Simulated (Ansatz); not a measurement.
**Notes on Ca$_{2}$BiRh$_{2}$**

```
Rh Ca Bi
1.0
     0.00000    4.13558    0.00000
     4.13558    0.00000    0.00000
     2.06779    2.06779   -6.60354
Rh Ca Bi
2 2 1
Direct
  0.25000 0.75000 0.50000
  0.75000 0.25000 0.50000
  0.34400 0.34400 0.31200
  0.65600 0.65600 0.68800
  0.00000 0.00000 0.00000
```

Level: PBE, no spin polarisation; 420 eV; 9×9×9 Γ-centred mesh; fermi-dirac occupations (width 0.1 eV); Ansatz 0.2.0, fixed geometry.

Q: What does the stress say?

A: The pressure is 14.9 GPa (compression positive), so with the atoms held at these fractions the cell would first expand; the forces are large, so a full relaxation may end otherwise. The principal stresses 11.7, 16.6, 16.6 GPa differ, so its shape would change too.

Q: How is the charge shared?

A: Bader charges in e: Ca +1.03, Bi -0.49, Rh -0.78. In the mean Ca gives up most and Rh takes most.

Q: What happens at the Fermi level?

A: It is a metal, with about 3.1 states/eV a cell as the mean within 0.25 eV of the Fermi level, mostly Bi p (42 %) and Rh d (35 %).

Q: Describe some of the short contacts.

A: Rh–Ca at 2.41 Å: least valence density 0.42 e/Å³ and ELF 0.14 there. Bi–Ca at 3.58 Å: least valence density 0.07 e/Å³ and ELF 0.06 there. Bi–Rh at 3.90 Å: least valence density 0.09 e/Å³ and ELF 0.21 there. Both are smooth PAW fields, read partly inside the augmentation spheres.

Q: What is the formation energy?

A: 0.60 eV an atom against the elements' usual phases (free molecules for gases, crystals otherwise, with no correction for O₂ or N₂), so at this geometry it isn't bound against them. Relaxing would lower it.

Q: Which atom feels the largest force, and which way?

A: The largest is on Ca3 (and as large on other atoms): 4.61 eV/Å, components (0.00, 0.00, 4.61). It makes 121° with the line to a nearest neighbour, Rh1 at 2.41 Å.

Origin: a known structure type with other elements, at an estimated volume, so it need not be a known compound. Caveats: atoms or cell far from equilibrium.
